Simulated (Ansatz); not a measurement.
Input and command of a plane-wave DFT calculation in Ansatz:

```yaml
crystal:
  lattice:
    - [5.9149201219, 0.0, 0.0]
    - [0.0, 5.9149201219, 0.0]
    - [0.0, 0.0, 3.8098059732]
  atoms:
    - { symbol: K, position: [0.0, 0.0, 0.0] }
    - { symbol: K, position: [0.5, 0.5, 0.5] }
    - { symbol: Mn, position: [0.306, 0.306, 0.0], spin: 4.0 }
    - { symbol: Mn, position: [0.194, 0.806, 0.5], spin: 4.0 }
    - { symbol: Mn, position: [0.694, 0.694, 0.0], spin: 4.0 }
    - { symbol: Mn, position: [0.806, 0.194, 0.5], spin: 4.0 }
basis:
  ecutwfc: 420
kpoints:
  mp_grid: { grid: [4, 4, 6] }
hamiltonian:
  xc: pbe
scf:
  occupations: { method: gaussian, width: 0.1 }
  lower_state_search: "off"
output:
  forces: true
  stress: true
  eigenvalues: true
  populations: true
magnetization:
  spin_polarized: true
```

```bash
ansatz run input.yaml --threads 1 --pin off --max-ram 2560MiB --backend cpu --events-out ev --progress --plain --runs-dir out
```

Processor: Arm Neoverse V1, 1 thread, on a host shared with other jobs.

Task: How long does it run, and how much memory does it take?

Result: About 28 s on 1 thread of Arm Neoverse V1 (shared host), peak memory 0.54 GiB. It solves 57 bands at 24 k points (the mesh reduced by the symmetry that the task leaves, which can be less than the crystal's) with about 2609 plane waves, in 10 SCF iterations.
